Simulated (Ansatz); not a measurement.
²⁰⁹Bi NMR of the central transition in Bi2Te2Pb2S3 with one atom moved

Cell: a COD entry (perhaps calculated rather than measured), relaxed with PBE at fixed cell and then changed (atom 12 (Pb) moved by 0.15 Å).

```cif
data_structure
_symmetry_space_group_name_H-M 'P 1'
_symmetry_Int_Tables_number 1
_cell_length_a 4.2605
_cell_length_b 4.2605
_cell_length_c 33.8180
_cell_angle_alpha 90.000
_cell_angle_beta 90.000
_cell_angle_gamma 120.000
_cell_volume 531.62
loop_
_atom_site_label
_atom_site_type_symbol
_atom_site_fract_x
_atom_site_fract_y
_atom_site_fract_z
_atom_site_occupancy
Bi1 Bi 0.33333 0.66667 0.20293 1
Bi2 Bi 0.66667 0.33333 0.79707 1
Bi3 Bi 0.33333 0.66667 0.39807 1
Bi4 Bi 0.66667 0.33333 0.60193 1
Te5 Te 0.33333 0.66667 0.74408 1
Te6 Te 0.66667 0.33333 0.25592 1
Te7 Te 0.00000 0.00000 0.34507 1
Te8 Te 0.00000 0.00000 0.65493 1
Pb9 Pb 0.33333 0.66667 0.89896 1
Pb10 Pb 0.66667 0.33333 0.10104 1
Pb11 Pb 0.00000 0.00000 0.00000 1
Pb12 Pb 0.03521 0.00000 0.50000 1
S13 S 0.00000 0.00000 0.84882 1
S14 S 0.00000 0.00000 0.15118 1
S15 S 0.33333 0.66667 0.05044 1
S16 S 0.66667 0.33333 0.94956 1
S17 S 0.33333 0.66667 0.55024 1
S18 S 0.66667 0.33333 0.44976 1
```

Atoms are numbered from 1 in the order listed; like atoms form one site, named after its first atom.

Level of theory: DFT, PBE, plane waves and PAW, scalar-relativistic, 420 eV cutoff, Γ-centred 8×8×1 k-points, Fermi–Dirac smearing 0.02 eV (Ansatz 0.2.0).

²⁰⁹Bi has I = 9/2 and Q = -516.0 mb (Pyykkö 2018); at 35.2 T its Larmor frequency is ν₀ = 245.1 MHz (from the bare nuclear moment; shielding lowers the observed one by a per cent or two). Only the quadrupole interaction is simulated: positions count from each site's isotropic chemical shift, and J coupling is left out, as are shift anisotropy and dipolar coupling, which fast spinning averages.

Question: What does the ²⁰⁹Bi spectrum (fast magic-angle spinning) show for each site?

Answer: 

```json
{"site": "Bi1", "first shell": "3 S at 3.02 Å, 3 Te at 3.04 Å", "C_Q (MHz)": "9.28", "η": "0.25", "P_Q (MHz)": "9.37", "δ_QIS (ppm)": "-2.03", "breadth (kHz)": "1.13"}
{"site": "Bi3", "first shell": "3 S at 3.02 Å, 3 Te at 3.04 Å", "C_Q (MHz)": "11.6", "η": "0.13", "P_Q (MHz)": "11.6", "δ_QIS (ppm)": "-3.11", "breadth (kHz)": "1.69"}
```

δ_QIS = −(ν_Q²/30ν₀²)[I(I+1) − 3/4](1 + η²/3) × 10⁶ ppm with ν_Q = 3|C_Q|/[2I(2I−1)]; it falls as 1/B₀² in ppm, and the breadth as 1/B₀ in kHz.

Spin–orbit coupling is left out, which shifts gradients on Bi by a few per cent in wide-gap crystals, and can shift them far more where the calculated gap is small or absent, as here. Newer work puts Q(²⁰⁹Bi) near −420 mb, which would lower these couplings by about a fifth. With a gap of 0.4 eV on this mesh, small gradients can still move by 0.1 × 10²¹ V/m² or more as the k-mesh gets denser.
